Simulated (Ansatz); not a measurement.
Starting cell, W (bcc, W type):

```
CELL_PARAMETERS angstrom
     -3.18365     3.18365     3.18365
      1.59183    -1.59183     1.59183
      1.59183     1.59183    -1.59183
ATOMIC_POSITIONS crystal
  W  0.00000 0.00000 0.00000
  W  0.50000 0.00000 0.00000
```

In this cell atom 2 (W, nearest neighbour W at 2.757 Å; its periodic images, 2.8 Å or more away, move with it) is moved by s along Cartesian x, unit vector (1.000, 0.000, 0.000); all other atoms and the cell stay fixed.

Level of theory: PBE (plane waves to 420 eV, PAW, scalar-relativistic; Ansatz, a quantum-chemistry and plane-wave program). k mesh 8×16×16 (Γ-centred), Fermi-Dirac smearing 0.05 eV. The energy includes the smearing's −TS. With partly filled bands, energies and forces of such displacements shift with the k mesh and the smearing. On this mesh the relaxed cell isn't quite at rest: it carries a pressure of -0.2 GPa (compression positive) at the zero of the scan. Spin-orbit coupling is left out, though W is heavy. The PAW data are Ansatz's earlier set. W is run without spin polarisation. W was relaxed with its symmetry unable to fall. The zero of ΔE is the undisplaced structure. The last digit holds for this mesh only.

| s (Å) | ΔE (meV/cell) |
|---|---|
| -0.280 | 249.4 |
| -0.224 | 154.9 |
| -0.168 | withheld |
| -0.112 | 36.0 |
| -0.056 | 8.9 |
| 0.000 | 0.0 |
| 0.056 | 8.9 |
| 0.112 | 36.0 |
| 0.168 | withheld |
| 0.224 | 154.9 |
| 0.280 | 249.4 |

Fit an even polynomial form (powers 2, 4, 6) to the given rows and predict ΔE at s = -0.168.

Least squares on the 9 given rows: ΔE = (2779)·s² + (7931)·s⁴ + (-35760)·s⁶, in meV/cell with s in Å; root-mean-square residual 0.05 meV/cell. At -0.168 the fit gives 83.9 meV/cell; the calculation gives 83.9 meV/cell, the same to the digits shown. The quadratic term alone would give 78.4 meV/cell.

(A displaced cell: forces are minus the slopes of the energy, force constants its curvatures, and phonons follow from these.)
